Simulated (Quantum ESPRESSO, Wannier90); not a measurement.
Tight-binding from DFT: Mg2Ge (anti-fluorite)

```
Mg2Ge
1.0
    0.00000     3.18430     3.18430
    3.18430     0.00000     3.18430
    3.18430     3.18430     0.00000
Mg Ge
2 1
Direct
  0.75000   0.75000   0.75000
  0.25000   0.25000   0.25000
  0.00000   0.00000   0.00000
```

Cell from Materials Project (mp-408), symmetrised, no further relaxation. COD (Crystallography Open Database) has an entry of this formula and space group (matched by these alone). Level: LDA, no spin polarisation, no spin-orbit coupling; pw.x of Quantum ESPRESSO at 68 Ry with PseudoDojo potentials, 8×8×8 k-points, Wannier90. Density: 8×8×8 mesh, cold smearing 0.01 Ry. Spin-orbit coupling, left out, would split the p-like bands by a few tenths of an eV. The gap is small at this level and was sampled on the meshes and a path alone.

Base run: 12 functions from bands 14-34 of the 34 computed, start hydrogen-like Mg: s;p; Ge: s;p, centres 0.05 Å off the atoms, frozen window up to 1.63 eV relative to the valence-band maximum, outer window open. One setting was then changed (edges relative to the valence-band maximum; misfit to pw.x on a path, for states up to 1.1 eV relative to the valence-band maximum).

```csv
run,Ω_I (Å²),rms misfit (meV),worst (meV)
base,20.35,6.6,33
changed,27.04,5.9,25
```

### Question
Which change was made?
A) frozen window to -0.37 eV
B) outer window to 13.46 eV
C) frozen window to 0.63 eV
D) frozen window to 5.63 eV
E) no frozen window

### Answer
D, frozen window to 5.63 eV. The others give:

| run | Ω_I (Å²) | rms misfit (meV) | worst (meV) |
|---|---|---|---|
| frozen window to 0.63 eV | 19.96 | 25 | 276 |
| frozen window to -0.37 eV | 19.82 | 97 | 595 |
| no frozen window | 19.34 | 193 | 723 |
| outer window to 13.46 eV | 32.35 | 6.4 | 47 |
